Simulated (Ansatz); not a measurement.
Relaxed-ion elastic tensor of Li (9R (Sm type), space group No. 166) in GPa (Voigt order), PBEsol in the plane-wave PAW code Ansatz; density 0.57 g/cm³, 20.22 Å³ per atom.

```json
[
 {"": "1", "1": "21.6", "2": "12.6", "3": "6.5", "4": "1.4", "5": "0.0", "6": "0.0"},
 {"": "2", "1": "12.6", "2": "21.6", "3": "6.5", "4": "-1.4", "5": "0.0", "6": "0.0"},
 {"": "3", "1": "6.5", "2": "6.5", "3": "28.2", "4": "0.0", "5": "0.0", "6": "0.0"},
 {"": "4", "1": "1.4", "2": "-1.4", "3": "0.0", "4": "4.9", "5": "0.0", "6": "0.0"},
 {"": "5", "1": "0.0", "2": "0.0", "3": "0.0", "4": "0.0", "5": "4.9", "6": "1.4"},
 {"": "6", "1": "0.0", "2": "0.0", "3": "0.0", "4": "0.0", "5": "1.4", "6": "4.5"}
]
```

Task: Is the crystal mechanically stable?

Result: Yes: the smallest eigenvalue of C is 3.2 GPa.

Task: Work out the Voigt, Reuss and Hill averages.

Result: K_V = 13.6, K_R = 13.6, K_H = 13.6; G_V = 5.9, G_R = 4.8, G_H = 5.4 GPa.

Task: Give Young's modulus, Poisson's ratio, Pugh's ratio and the universal anisotropy index.

Result: E = 9KG/(3K + G) = 14.2 GPa; ν = 0.33; K/G = 2.53 (ductile by the Pugh limit of 1.75); A_U = 5G_V/G_R + K_V/K_R − 6 = 1.12.

Task: Estimate the sound speeds and the Debye temperature.

Result: v_l = √((K + 4G/3)/ρ) = 6040 m/s, v_t = √(G/ρ) = 3070 m/s, mean 3440 m/s; Θ = (h/k)(3n/4πV)^(1/3) v_m = 376 K.

Task: Solve the Christoffel equation for the three sound speeds along x, y, z.

Result: Eigenvalues of C_ijkl n_j n_l equal ρv². In km/s, slowest first: x 2.38, 3.29, 6.16; y 2.82, 2.88, 6.18; z 2.92, 2.92, 7.04.

Task: How much does each axis shrink under pressure?

Result: Linear compressibilities β_i = Σ_j S_ij (j = 1 to 3): x 25, y 25, z 24 per TPa.

Space group R-3m (9R (Sm type)). The first step of the workflow began from a Materials Project structure, measured or hypothetical; the Crystallography Open Database files this formula in space group No. 166, but the cells were not matched. It is not the phase usual at ambient conditions (space group No. 229). The cell was relaxed with PBEsol under the symmetry of its start; its stability against distortions is not shown here. As this level gives no gap, shear constants depend on the k-mesh and smearing (Fermi–Dirac, 0.1 eV here).

Potentials: the earlier of the program's two PAW sets. The files were generated under PBE; for other functionals the program regenerates the frozen cores, and for LDA and PBEsol the local potential too.
